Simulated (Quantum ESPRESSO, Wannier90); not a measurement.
# Tight-binding from DFT: Ge (P6₃/mmc, model phase)

```
begin unit_cell_cart
ang
    3.9975897861    0.0000000000    0.0000000000
   -1.9987948931    3.4620143087    0.0000000000
    0.0000000000    0.0000000000    6.5993800000
end unit_cell_cart
begin atoms_frac
Ge  -0.3333333333  0.3333333333  0.0629000000
Ge   0.3333333333 -0.3333333333 -0.0629000000
Ge   0.3333333333 -0.3333333333 -0.4371000000
Ge  -0.3333333333  0.3333333333  0.4371000000
end atoms_frac
```

Materials Project entry mp-1007760; symmetrised, unrelaxed at this level. This isn't the element's usual structure (diamond); take it as a model of another phase. Level: PBEsol, no spin polarisation, no spin-orbit coupling; pw.x of Quantum ESPRESSO at 63 Ry with PseudoDojo potentials, 12×12×4 k-points, Wannier90. Density: 12×12×6 mesh, cold smearing 0.01 Ry. Spin-orbit coupling, left out, would split the p-like bands by a few tenths of an eV.

A tight-binding model is made by disentanglement and projection with no localisation steps (num_iter = 0), so the 16 orbitals stay atom-like: hydrogen-like Ge: s;p, axes along x, y, z; frozen window up to 1.50 eV relative to the Fermi level. It follows pw.x to 3.7 meV rms for states up to 1.0 eV relative to the Fermi level. Matrix elements depend on this choice of orbitals and windows.

Question: Which pairs of orbitals on different sites are coupled most strongly? Give distance, modulus and how many such pairs a cell has.

Answer: 
```
orbital  orbital  distance of the centres (Å)  modulus (eV)  pairs
-------  -------  ---------------------------  ------------  -----
Ge pz      Ge pz                         2.91          2.74      2
Ge pz       Ge s                         2.69          2.34      4
Ge py      Ge py                         2.81          2.31      2
Ge py       Ge s                         2.63          2.24      4
Ge px       Ge s                         2.56          1.94      8
Ge s        Ge s                         2.45          1.55      8
Ge px      Ge py                         2.52          1.55      8
Ge px      Ge px                         2.68          1.42      4
Ge py      Ge py                         2.29          1.37      2
Ge px      Ge px                         2.29          1.37      2
Ge py      Ge pz                         2.56          1.29      4
Ge px      Ge px                         2.24          1.27      2
Ge py       Ge s                         2.42          1.12      8
Ge px      Ge pz                         2.49          1.12      8
Ge pz       Ge s                         2.39          0.83     12
Ge pz      Ge pz                         2.34          0.82      6
Ge pz      Ge pz                         3.69          0.72      2
Ge py      Ge pz                         2.34          0.65      8
Ge py      Ge py                         2.39          0.37      4
Ge px      Ge py                         3.73          0.29      8
Ge px      Ge pz                         3.88          0.26      8
Ge py      Ge pz                         4.01          0.25      8
Ge py      Ge py                         4.21          0.22      4
Ge py      Ge py                         4.00          0.22      4
Ge px      Ge px                         4.00          0.21      4
Ge py      Ge pz                         3.88          0.20      8
Ge px      Ge px                         6.25          0.20      4
Ge py       Ge s                         4.04          0.18      4
Ge pz      Ge pz                         6.60          0.18      4
Ge px      Ge pz                         4.14          0.17      8
```
